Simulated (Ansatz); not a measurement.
A trial cell of CeO2 was relaxed with PBEsol (plane waves to 420 eV, PAW, scalar-relativistic; Ansatz, a quantum-chemistry and plane-wave program).

Before: Pbca (No. 61), oP24; a = 6.028 Å, b = 10.763 Å, c = 6.393 Å, α = 90.00°, β = 90.00°, γ = 90.00°.

After relaxation:

Simulated powder pattern, Mo Kα, λ = 0.71073 Å (kinematic, ideal powder, no thermal factors, no anomalous dispersion; the 24 strongest lines at most, above 1 %, up to 2θ = 45°):

| 2θ (°) | I/Imax (%) |
|---|---|
| 13.09 | 100 |
| 15.13 | 29 |
| 21.46 | 61 |
| 25.22 | 51 |
| 26.36 | 9.7 |
| 30.53 | 10 |
| 33.35 | 22 |
| 34.24 | 14 |
| 37.63 | 20 |
| 40.01 | 16 |
| 43.73 | 6.0 |

Identify the relaxed structure from its pattern: crystal system, space group and cell.

Cubic, Fm-3m (No. 225), cF12, fluorite type; a = b = c = 5.398 Å, α = β = γ = 90.00°. Sites: Ce 4a (0.000, 0.000, 0.000); O 8c (0.250, 0.250, 0.250).

Index the strongest lines.

13.09° (111), 15.13° (200), 21.46° (220), 25.22° (311), 33.35° (331).

No spin polarisation in the result: the starting moments vanished. The d or f electrons are treated with no Hubbard U. The f-shell occupation is the one the SCF fell into and was not checked against other states.

The run could not lose the symmetry of its start.
